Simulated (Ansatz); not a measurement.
Molecular dynamics on a 2×2×2 supercell (16 atoms) of TlBi (rocksalt), relaxed with r2SCAN. Forces come from r2SCAN in Ansatz 0.2.0: a Nosé-Hoover thermostat at fixed volume, 1000 K, steps of 2 fs. Spin polarisation is off, nuclei are classical, and the run is far too short for thermal averages. The structure comes from a prototype and may be hypothetical.

```yaml
crystal:
  lattice:
    - [0.0, 6.3789307267, 6.3789307267]
    - [6.3789307267, 0.0, 6.3789307267]
    - [6.3789307267, 6.3789307267, 0.0]
  atoms:
    - { symbol: Tl, position: [0.0, 0.0, 0.0] }
    - { symbol: Bi, position: [0.25, 0.25, 0.25] }
    - { symbol: Tl, position: [0.0, 0.0, 0.5] }
    - { symbol: Bi, position: [0.25, 0.25, 0.75] }
    - { symbol: Tl, position: [0.0, 0.5, 0.0] }
    - { symbol: Bi, position: [0.25, 0.75, 0.25] }
    - { symbol: Tl, position: [0.0, 0.5, 0.5] }
    - { symbol: Bi, position: [0.25, 0.75, 0.75] }
    - { symbol: Tl, position: [0.5, 0.0, 0.0] }
    - { symbol: Bi, position: [0.75, 0.25, 0.25] }
    - { symbol: Tl, position: [0.5, 0.0, 0.5] }
    - { symbol: Bi, position: [0.75, 0.25, 0.75] }
    - { symbol: Tl, position: [0.5, 0.5, 0.0] }
    - { symbol: Bi, position: [0.75, 0.75, 0.25] }
    - { symbol: Tl, position: [0.5, 0.5, 0.5] }
    - { symbol: Bi, position: [0.75, 0.75, 0.75] }
kpoints:
  mp_grid: { grid: [2, 2, 2] }
hamiltonian:
  xc: r2scan
scf:
  occupations: { method: fermi_dirac, width: 0.086 }
md:
  ensemble: nvt_nose_hoover
  temperature: 1000
  timestep: 2.0
  n_steps: 30
  initial_velocities: maxwell_boltzmann
  seed: 9834
```

Command: `ansatz run input.yaml --threads 4 --pin off --max-ram 3686MiB --backend cpu --events-out ev --progress --plain --runs-dir out`. It ended after 7.6 min on 4 threads of Arm Neoverse V1 (shared host); peak host memory 3.3 GiB.

```tsv
step	t (fs)	T (K)	free energy F from step 0 (meV/atom)	kinetic energy (meV/atom)	largest force (eV/Å)
0	0	1000	0.0	121.2	0.00
1	2	999	0.1	121.1	0.05
2	4	998	0.3	120.9	0.09
3	6	995	0.6	120.6	0.14
4	8	992	1.0	120.2	0.18
5	10	987	1.6	119.6	0.23
6	12	982	2.2	118.9	0.27
7	14	975	3.0	118.2	0.31
8	16	968	3.9	117.3	0.35
9	18	960	4.9	116.3	0.39
10	20	951	6.0	115.2	0.43
11	22	941	7.2	114.0	0.47
12	24	931	8.5	112.8	0.50
13	26	920	9.8	111.5	0.54
14	28	908	11.3	110.1	0.57
15	30	896	12.8	108.6	0.61
16	32	884	14.3	107.1	0.64
17	34	871	16.0	105.5	0.67
18	36	858	17.6	103.9	0.70
19	38	844	19.4	102.3	0.73
20	40	830	21.1	100.6	0.76
21	42	817	22.9	98.9	0.79
```

The temperature goes from 1000 K to 817 K in 42 fs. By the last step the atoms have moved 0.14 Å in the root mean square, the drift of the whole cell taken out, 0.20 Å at most. The job's limit cut the run after 21 of 30 steps.

Positions (Å) and forces (eV/Å) at step 21:
```
Tl  -0.048   0.028  -0.065     0.270  -0.317   0.261
Bi   3.311   3.162   3.163     0.073   0.164  -0.199
Tl   3.135   3.149  -0.051     0.217   0.210   0.197
Bi   6.351   6.274   3.077     0.013   0.527   0.101
Tl   3.198   0.135   3.223    -0.268  -0.272  -0.405
Bi   6.431   3.102   6.447    -0.315   0.261   0.188
Tl   6.397   3.298   3.287     0.008  -0.597  -0.184
Bi   9.628   6.348   6.271    -0.290  -0.141   0.488
Tl   0.108   3.265   3.194    -0.211  -0.256  -0.031
Bi   3.201   6.419   6.361     0.002  -0.305   0.533
Tl   3.190   6.313   3.380    -0.094   0.211  -0.758
Bi   6.301   9.507   6.303    -0.052  -0.044  -0.054
Tl   3.126   3.125   6.246     0.152   0.218   0.395
Bi   6.295   6.418   9.674     0.325   0.282  -0.149
Tl   6.407   6.267   6.419     0.017   0.076  -0.137
Bi   9.516   9.737   9.620     0.153  -0.015  -0.244
```
